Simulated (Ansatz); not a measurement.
Molecular dynamics on a 2×2×1 supercell (16 atoms) of BaCaS2 (ordering on rocksalt), relaxed with r2SCAN. Forces come from PBE in Ansatz: a Langevin thermostat at fixed volume, 200 K, steps of 1 fs. Classical nuclei, no spin polarisation; a few dozen steps show the first response, not equilibrium. The structure comes from a prototype and may be hypothetical.

```yaml
crystal:
  lattice:
    - [8.6675294172, 0.0, 0.0]
    - [0.0, 8.6675294172, 0.0]
    - [0.0, 0.0, 6.1186358589]
  atoms:
    - { symbol: Ca, position: [0.0, 0.0, 0.0] }
    - { symbol: S, position: [0.0, 0.0, 0.5] }
    - { symbol: Ba, position: [0.25, 0.25, 0.5] }
    - { symbol: S, position: [0.25, 0.25, 0.0] }
    - { symbol: Ca, position: [0.0, 0.5, 0.0] }
    - { symbol: S, position: [0.0, 0.5, 0.5] }
    - { symbol: Ba, position: [0.25, 0.75, 0.5] }
    - { symbol: S, position: [0.25, 0.75, 0.0] }
    - { symbol: Ca, position: [0.5, 0.0, 0.0] }
    - { symbol: S, position: [0.5, 0.0, 0.5] }
    - { symbol: Ba, position: [0.75, 0.25, 0.5] }
    - { symbol: S, position: [0.75, 0.25, 0.0] }
    - { symbol: Ca, position: [0.5, 0.5, 0.0] }
    - { symbol: S, position: [0.5, 0.5, 0.5] }
    - { symbol: Ba, position: [0.75, 0.75, 0.5] }
    - { symbol: S, position: [0.75, 0.75, 0.0] }
kpoints:
  mp_grid: { grid: [2, 2, 2] }
hamiltonian:
  xc: pbe
scf:
  occupations: { method: fermi_dirac, width: 0.02 }
md:
  ensemble: nvt_langevin
  temperature: 200
  timestep: 1.0
  n_steps: 40
  initial_velocities: maxwell_boltzmann
  seed: 3153
```

Run as `ansatz run input.yaml --threads 4 --pin off --max-ram 3686MiB --backend cpu --events-out ev --progress --plain --runs-dir out`.

**Question.** It ran on 4 threads of AMD EPYC (Zen 3) (shared host), load about 0.9 per core. About how long did it take, and how much host memory at the peak?

**Answer.** About 5.1 min, with a peak of 1.4 GiB.

**Question.** How do temperature and energy develop?

**Answer.** The temperature starts at 188 K, is lowest at step 35 (113 K, 35 fs) and ends at 128 K. The thermostat hasn't had time to restore it. The atoms start on their lattice sites with kinetic energy alone, so much of it first passes into potential energy. By the last step the atoms have moved 0.11 Å in the root mean square, the drift of the whole cell taken out, 0.23 Å at most.
```csv
step,t (fs),T (K),free energy F from step 0 (meV/atom),kinetic energy (meV/atom),largest force (eV/Å)
0,0,188,0.0,24.2,0.00
1,1,180,0.0,23.3,0.03
2,2,182,0.1,23.5,0.06
3,3,180,0.2,23.3,0.10
4,4,188,0.3,24.3,0.13
5,5,195,0.5,25.2,0.16
6,6,199,0.7,25.8,0.20
7,7,195,1.0,25.3,0.23
8,8,202,1.3,26.1,0.27
9,9,216,1.7,27.9,0.31
10,10,209,2.1,27.1,0.34
11,11,220,2.5,28.4,0.38
12,12,198,3.0,25.6,0.42
13,13,204,3.5,26.4,0.46
14,14,191,4.0,24.7,0.50
15,15,184,4.6,23.8,0.55
16,16,169,5.2,21.8,0.58
17,17,157,5.7,20.3,0.62
18,18,150,6.3,19.4,0.65
19,19,140,6.8,18.1,0.68
20,20,143,7.3,18.4,0.71
21,21,134,7.8,17.4,0.73
22,22,136,8.3,17.6,0.76
23,23,143,8.8,18.5,0.78
24,24,147,9.4,19.0,0.81
25,25,152,9.9,19.7,0.84
26,26,144,10.5,18.6,0.87
27,27,138,11.0,17.8,0.89
28,28,137,11.5,17.7,0.91
29,29,142,12.1,18.4,0.93
30,30,148,12.6,19.2,0.95
31,31,144,13.1,18.6,0.96
32,32,138,13.5,17.8,0.97
33,33,133,13.9,17.2,0.97
34,34,121,14.3,15.6,0.97
35,35,113,14.6,14.7,0.97
36,36,117,14.9,15.2,0.97
37,37,128,15.2,16.5,0.97
38,38,121,15.5,15.6,0.97
39,39,131,15.7,16.9,0.96
40,40,128,15.9,16.5,0.95
```

Positions (Å) and forces (eV/Å) at step 40:
```
Ca  -0.032  -0.056   0.021     0.167   0.134  -0.008
S   -0.003   0.042   3.006    -0.058  -0.024  -0.014
Ba   2.142   2.166   3.075     0.321   0.140  -0.045
S    2.136   2.120   0.003    -0.057  -0.114   0.002
Ca  -0.077   4.241  -0.043     0.267   0.142   0.062
S    0.075   4.412   3.023    -0.393  -0.441   0.003
Ba   2.172   6.557   3.062    -0.031  -0.233   0.271
S    2.195   6.429   0.065    -0.017   0.153  -0.431
Ca   4.300  -0.177   0.040    -0.081   0.211  -0.019
S    4.385  -0.101   2.945    -0.155   0.597   0.041
Ba   6.474   2.161   3.027    -0.034   0.188  -0.590
S    6.466   2.298  -0.194     0.086  -0.085   0.946
Ca   4.357   4.333   0.107    -0.166  -0.011  -0.171
S    4.318   4.383   2.971     0.145  -0.154   0.011
Ba   6.548   6.548   3.090    -0.013  -0.487  -0.073
S    6.505   6.565   0.010     0.018  -0.017   0.016
```
